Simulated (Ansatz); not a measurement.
Data:

Ta2N:
```
CELL_PARAMETERS angstrom
      3.09867     0.00000     0.00000
     -1.54934     2.68353     0.00000
      0.00000     0.00000     4.88888
ATOMIC_POSITIONS crystal
  N  0.00000 0.00000 0.00000
  Ta 0.33333 0.66667 0.25508
  Ta 0.66667 0.33333 0.74492
```

This is the PBE-relaxed structure.

Task: All from PBE in the plane-wave PAW code Ansatz, unless another level is named. Predict the electronic character.

Result: metallic (no gap).

Task: And the formation energy from the elements (no fitted shifts)?

Result: -0.80 eV/atom.

Task: And the density of states at the Fermi level?

Result: 0.36 states/eV per atom (mean over ±0.08 eV).

Space group P-3m1 (anti-CdI2 type). The cell was relaxed with PBE under the symmetry of its start. No spin polarisation was allowed. The volume moved by 20 % from the start of the relaxation. With an odd number of electrons in the cell and no spin polarisation, the count alone makes it a metal. The references are the lowest solids computed at this level, not always the standard phases (solids in place of the gases). Scalar-relativistic: spin–orbit coupling is off unless named, which matters more the heavier the elements.

Potentials: the later of the program's two PAW sets.
